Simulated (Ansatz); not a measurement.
W:
Space group Fd-3m, origin choice 1 (No. 227); a = 7.349 Å, b = 7.349 Å, c = 7.349 Å, α = 90.00°, β = 90.00°, γ = 90.00°

```csv
atom,site,symmetry,x,y,z
W,8a,-43m,0.0000,0.0000,0.0000
W,16d,.-3m,0.6250,0.6250,0.6250
```
(The calculation used a cell of 6 atoms; values per cell refer to that cell.)

Relaxed with r²SCAN.

Tabulate the valence density and the electron localisation function along the shortest W–W contact (2.60 Å), the program Ansatz at the r²SCAN level (PAW).



| distance from W (Å) | density (e/Å³) | ELF |
|---|---|---|
| 0.26 | 5.76 | 0.32 |
| 0.39 | 5.68 | 0.58 |
| 0.52 | 4.73 | 0.70 |
| 0.65 | 3.27 | 0.69 |
| 0.78 | 1.92 | 0.56 |
| 0.91 | 1.08 | 0.39 |
| 1.04 | 0.70 | 0.29 |
| 1.17 | 0.56 | 0.30 |
| 1.30 | 0.51 | 0.33 |
| 1.43 | 0.56 | 0.30 |
| 1.56 | 0.70 | 0.29 |
| 1.69 | 1.08 | 0.39 |
| 1.82 | 1.92 | 0.56 |
| 1.95 | 3.27 | 0.69 |
| 2.08 | 4.73 | 0.70 |
| 2.21 | 5.68 | 0.58 |
| 2.34 | 5.76 | 0.32 |

The density is the valence pseudo-density with augmentation charge, so density and ELF within about 1 Å of a nucleus are not all-electron values.

The start of the workflow was typed in or built on a structure type; neither database checked (COD, Materials Project) lists it. It is not the phase usual at ambient conditions (space group No. 229). Symmetry was held in the r²SCAN relaxation; its stability against distortions is not shown here. No spin polarisation was allowed. Scalar-relativistic: spin–orbit coupling is off unless named, which matters more the heavier the elements.

Potentials: the earlier of the program's two PAW sets.
